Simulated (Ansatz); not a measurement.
PbO₂ (rutile, P4_2/mnm) at seven volumes, the program Ansatz at the PBE level (PAW), shape and atoms relaxed at each. One row is withheld.

| V (Å³/atom) | P (GPa) |
|---|---|
| 13.489 | ? |
| 13.933 | 7.86 |
| 14.378 | 3.50 |
| 14.823 | -0.01 |
| 15.267 | -2.88 |
| 15.712 | -5.15 |
| 16.157 | -6.88 |

Fit the shown pressures and predict the withheld one.

P = (3/2)B₀(x^(7/2) − x^(5/2))[1 + (3/4)(B′ − 4)(x − 1)] with x = (V₀/V)^(2/3). Least squares on the six rows gives V₀ = 14.818 Å³/atom, B₀ = 105 GPa, B′ = 6.35. At V = 13.489, x = 1.0646 and P = 13.27 GPa. The run itself gave 13.18 GPa.

The cell was relaxed with PBE under the symmetry of its start. Spin–orbit coupling is left out wherever it is not named.

Potentials: the later of the program's two PAW sets.
